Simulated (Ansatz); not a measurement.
Input file for Ansatz (an electronic-structure program):

Ansatz 0.2 input:
```yaml
crystal:
  lattice:
    - [0.0, 3.4629456874, 3.4629456874]
    - [3.4629456874, 0.0, 3.4629456874]
    - [3.4629456874, 3.4629456874, 0.0]
  atoms:
    - { symbol: Rb, position: [0.0, 0.0, 0.0] }
    - { symbol: Br, position: [0.5, 0.5, 0.5] }
kpoints:
  mp_grid: { grid: [7, 7, 7] }
hamiltonian:
  xc: r2scan
  pseudopotentials: { kind: paw }
scf:
  occupations: { method: fixed }
checkpoint: { read: static.run }
output: { write_density: true, elf: true, volumetric_format: npy }
basis: { fft_grid_basis: typed }
```

Output (shortened):

```
Pseudopotential: Rb, paw, valence charge 9
Pseudopotential: Br, paw, valence charge 7
Functional definition: r2SCAN
Crystal: 2 atoms, lattice volume = 83.055 Å³
Basis set: ecut = 500 eV, 2085 PW (Γ), exchange–correlation on 144×144×144 points (64 copies of the dense FFT grid, shifted against one another)
Bands: 12, of which v1, the nominal top of the filled ones, is band 8 counted from 1 (7 counted from 0)
Symmetry: 48 space group operations
Space group: Fm-3m (ITA 225), of the structure as read, at distance tolerance 4.4e-5 Å
k-points: 20 of 343
Stability of the state it starts from, as read at its close in the unpolarized treatment …
iter 1 solved again at ethr=2.36e-6 eV; its pass at ethr=3.10e-3 eV (dr2=3.78e-4 eV) is discarded
SCF iter   1: F=—  HF=-6074.833008 eV  |F-HF|=—  |Δ(HF+E_count)|=         —  Δρ=1.97e-6  dr2=9.91e-10  dr2_τ=1.08e-9  ethr=2.36e-6  ⟨swp⟩=3.5  Hψ=2101  notcnv=0  defer=39
preconditioner: auto → none
SCF iter   2: F=—  HF=-6074.833009 eV  |F-HF|=—  |Δ(HF+E_count)|=   4.80e-7  Δρ=1.23e-6  dr2=6.70e-10  dr2_τ=9.08e-10  ethr=6.19e-12  ⟨swp⟩=9.8  Hψ=1675  notcnv=0
SCF iter   3: F=-6074.833009 eV  HF=-6074.833009 eV  |F-HF|=5.28e-11  |Δ(HF+E_count)|=  8.64e-11  Δρ=7.83e-7  dr2=2.46e-10  dr2_τ=1.44e-10  ethr=4.19e-12  ⟨swp⟩=1.0  Hψ=560  notcnv=0
SCF 1 converged in 3 iterations: F = -6074.833009 eV  dr2 = 2.46e-10
SCF converged after 3 iterations
Free energy (F): -6074.833009 eV
Harris-Foulkes:  -6074.833009 eV  (|F-HF|=5.28e-11)
Internal energy: -6074.833009 eV  (E = F + TS)
E sigma→0 (E₀):  -6074.833009 eV
Fermi energy:    0.608668 eV
--- Per-component energies (eV) ---
  E_band       = -120.873291
  E_kinetic    = 328.055108
  E_local      = -811.486384  (includes V_loc(G=0)·N_el)
  E_nonlocal   = 241.925492
  E_hartree    = 210.823019
  E_xc         = -376.593242
  E_vxc        = -267.206186  (∫ρ·V_xc dr)
  E_paw        = -4904.908624  (= ΣΔE_a)
  E_vpaw       = -48.070450  (= ΣTr[D̂ρ^β])
  E_aug_tail   = -0.000001  (compensation charges beyond the density's cutoff)
  E_vtau       = 14.263284  (kinetic-family band-sum trace: ∫τ·v_τ [+ j·A + Jᵃ·Aᵃ] dr)
  E_ewald      = -762.343256
  E_core_change = -0.305121  (= ΣΔE_core)
  E_smearing   =  0.000000  (= −TS)
  E_closure    = 0.000000  (closes the sum)
  Σ components = -6074.833009   (vs F -6074.833009, Δ=0.00e0)
  [band-id]    e_kinetic+e_local+e_nonlocal+2·e_hartree+e_vxc+e_vpaw+e_augmentation_tail+e_vtau = -120.873099   (vs E_band -120.873291, Δ=1.92e-4)
--- Band table (eV; the first three rows and the last of 20) ---
  k-point 0: bands = ["-24.6486", "-11.9589", "-8.1575", "-8.1575", "-8.1575", "0.6087", "0.6087", "0.6087", "5.4970", "8.4833", "8.4833", "8.4833"]
  k-point 1: bands = ["-24.6470", "-11.9657", "-8.1587", "-8.1587", "-8.1488", "0.3975", "0.5447", "0.5447", "5.9593", "8.3210", "8.7273", "8.7273"]
  k-point 2: bands = ["-24.6436", "-11.9809", "-8.1612", "-8.1612", "-8.1293", "-0.0016", "0.4076", "0.4076", "6.9848", "8.2864", "9.4226", "9.4226"]
  k-point 19: bands = ["-24.6382", "-11.9368", "-8.2749", "-8.2398", "-8.1446", "0.1101", "0.2423", "0.3101", "7.8549", "8.5339", "9.6624", "9.9816"]
```

Cost: very roughly 2.9 core-seconds on shared cores.

Symmetry was held in the r²SCAN relaxation. Scalar-relativistic: spin–orbit coupling is off unless named, which matters more the heavier the elements.

Potentials: the later of the program's two PAW sets.

Ansatz is a plane-wave DFT program.
